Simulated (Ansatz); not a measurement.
Ge (diamond)

```
Ge
1.0
    0.00000     2.83808     2.83808
    2.83808     0.00000     2.83808
    2.83808     2.83808     0.00000
Ge
2
Cartesian
  2.83808   2.83808   2.83808
  4.25712   4.25712   4.25712
```

E(V) scan at fixed shape, V₀ the volume above. Symmetry pins the atoms to their sites.

These are PBEsol (plane waves to 420 eV, PAW, scalar-relativistic; Ansatz, a program for electronic structure) values and carry that method's errors. k mesh 14×14×14 (Γ-centred), Fermi-Dirac smearing 0.05 eV. The energy includes the smearing's −TS. Stress and pressure are positive under compression. Ge was relaxed with its symmetry unable to fall. The zero of ΔE is the relaxed starting cell. The last digit holds for this mesh only.

```tsv
V (Å³/atom)	ΔE (meV/atom)
20.574	58.6
20.955	39.2
21.336	24.2
21.717	13.1
22.098	5.6
22.479	1.4
22.860	0.0
23.241	1.3
23.622	5.0
24.003	withheld
24.384	18.8
24.765	28.5
25.146	39.9
```

Problem. Fit a third-order Birch-Murnaghan form (E₀, V₀, B₀, B₀′ free) to the given rows and predict ΔE at V = 24.003.

Solution. Least squares on the 12 given rows: ΔE = E₀ + (9V₀B₀/16)·y²·[2 + (B₀′ − 4)y], y = (V₀/V)^(2/3) − 1, with V₀ = 22.857 Å³/atom, B₀ = 67.10 GPa (160.2 GPa = 1 eV/Å³; the term in eV is multiplied by 1000), B₀′ = 4.84, E₀ = -0.02 meV/atom; root-mean-square residual 0.03 meV/atom. At 24.003 the fit gives 10.9 meV/atom; the calculation gives 10.9 meV/atom, the same to the digits shown. For the pressure the fit gives -2.9 GPa against the computed -2.9 GPa.

(A scan under strain: stresses follow from slopes of the energy per volume, elastic moduli from its curvatures.)
